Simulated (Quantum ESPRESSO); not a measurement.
BaZrO3, space group P4/mmm (No. 123):

```
BaZrO3
1.0
    4.19133     0.00000     0.00000
    0.00000     4.19133     0.00000
    0.00000     0.00000     4.25451
Ba Zr O
1 1 3
Direct
  0.00000   0.00000   0.00000
  0.50000   0.50000   0.50000
  0.50000   0.00000   0.50000
  0.00000   0.50000   0.50000
  0.50000   0.50000   0.00000
```
The cell was made here from a computed Materials Project entry: strained by +1 % along the cube axis and by -0.5 % across it, atoms relaxed (PBE without dispersion, pw.x of a modified build of Quantum ESPRESSO, symmetry kept). The parent is BaZrO3 in Pm-3m. Stability against distortions was not tested. The run has no spin polarisation.

| site | Wyckoff letter | site symmetry |
|---|---|---|
| Ba | a | 4/mmm |
| Zr | d | 4/mmm |
| O1 | e | mmm |
| O2 | c | 4/mmm |

Cores are frozen. Against all-electron runs on small test molecules, this scheme's |Vzz| missed by −2 to +6 % on O. Ba, Zr had no test against all-electron runs. Spin–orbit coupling is left out, a limit on Ba.

**Question.** Where does symmetry force the field gradient to vanish or to be axial, and what does the PAW reconstruction of the field gradient on a scalar-relativistic PBE ground state (Quantum ESPRESSO, JTH datasets) give?

**Answer.** 
```tsv
site	by symmetry	Vzz (a.u.)	η_Q
Ba	axial, η = 0 (an axis of order 3 or more)	0.029	0.00
Zr	axial, η = 0 (an axis of order 3 or more)	0.297	0.00
O1	η is free	-0.154	0.29
O2	axial, η = 0 (an axis of order 3 or more)	-0.080	0.00
```
